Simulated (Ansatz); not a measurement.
SiBiO3:
Space group P4mm (No. 99); a = 3.3594 Å, b = 3.3594 Å, c = 5.6132 Å, α = 90.00°, β = 90.00°, γ = 90.00°

```tsv
atom	site	symmetry	x	y	z
Si	1b	4mm	0.5000	0.5000	0.6077
Bi	1a	4mm	0.0000	0.0000	0.1633
O	2c	2mm.	0.0000	0.5000	0.5114
O	1b	4mm	0.5000	0.5000	0.8964
```

Relaxed at zero pressure with plane-wave PAW r²SCAN (Ansatz code).

Problem. The volume is lowered by 9 % and shape and atoms relax at that volume. What pressure results, and how do the axes share the change?

Solution. 16.7 GPa; a -2.1 %, b -2.1 %, c -5.1 %; the energy rises by 55 meV/atom.

Problem. Give the new structure.

Solution. 
Space group P4mm (No. 99); a = b = 3.290 Å, c = 5.326 Å, α = β = γ = 90.00°

```tsv
atom	site	symmetry	x	y	z
Si	1b	4mm	0.5000	0.5000	0.6059
Bi	1a	4mm	0.0000	0.0000	0.1496
O	2c	2mm.	0.0000	0.5000	0.5131
O	1b	4mm	0.5000	0.5000	0.9086
```

The phase is kept; no other phase was compared at this pressure.

The start of the workflow was typed in or built on a structure type; neither database checked (COD, Materials Project) lists it. Whether it is the stable phase at ambient conditions was not checked. The cell was relaxed with r²SCAN under the symmetry of its start; its stability against distortions is not shown here. The volume moved by 20 % from the start of the relaxation. Spin–orbit coupling is left out wherever it is not named.

Potentials: the earlier of the program's two PAW sets. The files were generated under PBE; for other functionals the program regenerates the frozen cores, and for LDA and PBEsol the local potential too.
